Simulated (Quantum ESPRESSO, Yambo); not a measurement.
# NH4Br: DFT and GW levels

```
CELL_PARAMETERS angstrom
      4.00010     0.00000     0.00000
      0.00000     4.00010     0.00000
      0.00000     0.00000     4.00010
ATOMIC_POSITIONS crystal
  H  0.14921 0.14921 0.85079
  H  0.14921 0.85079 0.14921
  H  0.85079 0.85079 0.85079
  H  0.85079 0.14921 0.14921
  N  0.00000 0.00000 0.00000
  Br 0.50000 0.50000 0.50000
```

The geometry is that of Materials Project entry mp-36248, symmetrised and not relaxed again.

Starting point: norm-conserving PBEsol (Quantum ESPRESSO, 84 Ry, without SOC). G0W0 in Yambo: 4×4×4 Γ-centred k mesh, 141 bands and a 10 Ry block in the screening, 141 bands in G with the Bruneval-Gonze terminator, plasmon pole fitted at 27.2 eV.

| Item | Value |
|---|---|
| PBEsol gap along the band path | 4.09 eV |
| PBEsol gap between the mesh's edge points (M → Γ) | 4.09 eV |
| G0W0 gap between the same points | 6.55 eV |
| PBEsol smallest direct gap on the mesh (at Γ) | 4.17 eV |
| G0W0 direct gap at that point | 6.62 eV |

```
k point  band  E PBEsol (eV)  E QP (eV)  shift (eV)     Z
-------  ----  -------------  ---------  ----------  ----
Γ          VB          -0.08      -1.74       -1.67  0.82
Γ          CB           4.09       4.87        0.78  0.85
X          VB          -0.21      -1.89       -1.68  0.82
X          CB           6.93       7.98        1.04  0.85
M          VB           0.00      -1.67       -1.67  0.82
M          CB           5.55       6.38        0.82  0.85
R          VB          -1.47      -3.27       -1.80  0.81
R          CB           7.77       8.88        1.10  0.84
```

Energies count from the PBEsol valence-band maximum.

Nearest settings tried, and what they do to the gap: 45 bands in W, 45 bands in G: -102 meV. Not varied: block, mesh. So the settings aren't converged at that level.

Spin-orbit splittings are left out.
